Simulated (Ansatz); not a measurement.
Single point in Ansatz 0.2.0 with r2SCAN, no spin polarisation. Cutoff 500 eV, PAW datasets, 5×5×7 Γ-centred k mesh, fermi-dirac filling (width 0.1 eV).

Computed maps in the lattice plane spanned by a (left to right, 6.66 Å, 20 points from zero) and b (bottom to top, 6.66 Å, 20 points from zero), 90° apart, at height 0.500 along c. The fields are smooth PAW ones with compensation charges, not the true ones near nuclei.

Valence density. Digits on a logarithmic scale: 0 up to 0.03 e/Å³, each further digit a factor of 1.6, 9 from 1.3 e/Å³ up:
```
99964210000001234699
99754320000023445579
66555432000135665556
44556653211246886544
33468864323346886432
12468865444455665321
01356655566655543200
00234455799975432000
00012346999996421000
00001346999996431000
00001246999996432100
00002345799975544320
00023455566655566531
11235665544445688642
32346886433234688643
44456886421123566554
66555665310002345556
99755443200000234579
99964321000000124699
99964310000000134699
```

The cell is CsSnH3. Which atoms lie within 0.2 Å of this plane, and where (fractions of a and b)?

H at (0.78, 0.28), H at (0.72, 0.78), H at (0.22, 0.72), H at (0.28, 0.22), Sn at (0.00, 0.00), Sn at (0.50, 0.50). The whole cell:
```yaml
crystal:
  lattice:
    - [6.66318, 0.00000, 0.00000]
    - [0.00000, 6.66318, 0.00000]
    - [0.00000, 0.00000, 4.73153]
  atoms:
    - { symbol: H, position: [0.00000, 0.00000, 0.00000] }
    - { symbol: H, position: [0.50000, 0.50000, 0.00000] }
    - { symbol: H, position: [0.77630, 0.27630, 0.50000] }
    - { symbol: H, position: [0.72370, 0.77630, 0.50000] }
    - { symbol: H, position: [0.22370, 0.72370, 0.50000] }
    - { symbol: H, position: [0.27630, 0.22370, 0.50000] }
    - { symbol: Sn, position: [0.00000, 0.00000, 0.50000] }
    - { symbol: Sn, position: [0.50000, 0.50000, 0.50000] }
    - { symbol: Cs, position: [0.50000, 0.00000, 0.00000] }
    - { symbol: Cs, position: [0.00000, 0.50000, 0.00000] }
```

Origin: a known structure type with other elements, at an estimated volume, so it need not be a known compound.
